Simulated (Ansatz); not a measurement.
Re, DFT, PBEsol, all-electron LAPW, scalar-relativistic (Ansatz 0.2.0), run on 1 thread of Arm Neoverse V1 on a shared host.

Structure from Materials Project entry mp-975065 (possibly hypothetical), not relaxed further. The listed cell was then made from it by scaling, straining or moving an atom.

Command: `ansatz run input.yaml --threads 1 --pin off --max-ram 6144MiB --backend cpu --events-out ev --progress --plain --runs-dir out`

```yaml
crystal:
  lattice:
    - [1.4116016155, 0.8149885727, 6.6986080885]
    - [-1.4116016155, 0.8149885727, 6.6986080885]
    - [0.0, -1.6299771454, 6.6986080885]
  atoms:
    - { symbol: Re, position: [0.0, 0.0, 0.0] }
    - { symbol: Re, position: [0.22217388, 0.22217388, 0.22217388] }
    - { symbol: Re, position: [0.77782612, 0.77782612, 0.77782612] }
kpoints:
  mp_grid: { grid: [15, 15, 15] }
  band_path:
    path:
      - [0.0, 0.0, 0.0]
      - [0.5, 0.5, 0.5]
      - [0.8234650266, 0.1765349734, 0.5]
      - [0.5, -0.1765349734, 0.1765349734]
      - [0.5, 0.0, 0.0]
      - [0.0, 0.0, 0.0]
      - [0.3382674867, -0.3382674867, 0.0]
      - [0.6617325133, 0.0, 0.3382674867]
      - [0.5, 0.0, 0.5]
    npoints: 5
scf:
  occupations: { method: fermi_dirac, width: 0.05 }
hamiltonian:
  xc: pbesol
  pseudopotentials: { kind: all_electron, lapw: { basis_error: 0.0005 } }
output:
  forces: true
  stress: true
  eigenvalues: true
```

Q: How large is the problem that the program sets up?

A: 344 irreducible k-points, 517 plane waves at Γ, 81 bands.

Q: About how long does it take, and how much memory does it use?

A: 9.7 min of wall time for 12 SCF iterations, with a peak of 2.7 GiB. Times on shared machines scatter by tens of per cent.
